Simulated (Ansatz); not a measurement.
## Structures of MgF: which is lowest?

Plane-wave DFT in Ansatz with scalar-relativistic PAW potentials, cutoff 420 eV, Γ-centred meshes chosen by cell and gap, Gaussian smearing with energies taken to zero width. Every cell was relaxed (cell and atoms) in a run of its own, within the symmetry of its start. Functional: PBE.

Relaxed structures (starts from databases or built by putting these elements on another compound's sites):
A. F-43m, 2 atoms in the computed cell, a = 5.059 Å; sites (symmetry × multiplicity) Mg -43m × 4, F -43m × 4; start: built
B. Cmcm, 4 atoms in the computed cell, a = 2.858 Å, b = 15.334 Å, c = 2.862 Å; sites (symmetry × multiplicity) Mg m2m × 4, F m2m × 4; start: built
C. Fm-3m, 2 atoms in the computed cell, a = 4.917 Å; sites (symmetry × multiplicity) Mg m-3m × 4, F m-3m × 4; start: built

Question: Rank them by energy. Could pressure change the order?

Answer:
```tsv
structure	group	E − E(lowest) (meV/atom)	V (Å³/atom)	gap on mesh (eV)
B	Cmcm	0.0	15.68	0.00
A	F-43m	121	16.19	0.00
C	Fm-3m	340	14.86	0.00
```

B is lowest, 121 meV/atom under A. C is denser by 0.82 Å³/atom, so pressure favours it: ΔE/ΔV, with ΔE in eV and 1 eV/Å³ = 160.2 GPa, gives about 66 GPa for equal enthalpy if both cells were rigid; at such pressures compression changes ΔV much, so this is a scale only. Without a dispersion term the weakly bound lowest cell is too large, so ΔV and this pressure are artefacts in part: a slight pressure closes the gap between layers first. Other structures may lie lower than all of these, and vibrations aren't counted.

Spin polarisation was left out, and a magnetic state may lie lower.